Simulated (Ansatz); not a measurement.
Ti₂Sn in space group P6_3/mmc (No. 194; Ti on 2d, Sn on 2c, Ti on 2a) at seven volumes, plane-wave PAW r²SCAN (Ansatz code), shape and atoms relaxed at each. One row is withheld.

```csv
V (Å³/atom),P (GPa)
16.516,14.09
17.060,8.64
17.605,3.98
18.149,0.00
18.694,-3.40
19.238,-6.31
19.783,?
```

Fit the shown pressures and predict the withheld one.

Third-order Birch–Murnaghan: P = (3/2)B₀(x^(7/2) − x^(5/2))[1 + (3/4)(B′ − 4)(x − 1)] with x = (V₀/V)^(2/3). Least squares on the six rows gives V₀ = 18.150 Å³/atom, B₀ = 122.5 GPa, B′ = 4.21. At V = 19.783, x = 0.9442 and P = -8.81 GPa. The run itself gave -8.80 GPa.

The workflow started from an entry of the Crystallography Open Database (COD). Its standing as an ambient phase is unchecked. The r²SCAN relaxation kept the symmetry of its start; whether a distortion lowers the energy is not shown. No spin polarisation was allowed. Scalar-relativistic: spin–orbit coupling is off unless named, which matters more the heavier the elements.

Potentials: the later of the program's two PAW sets.
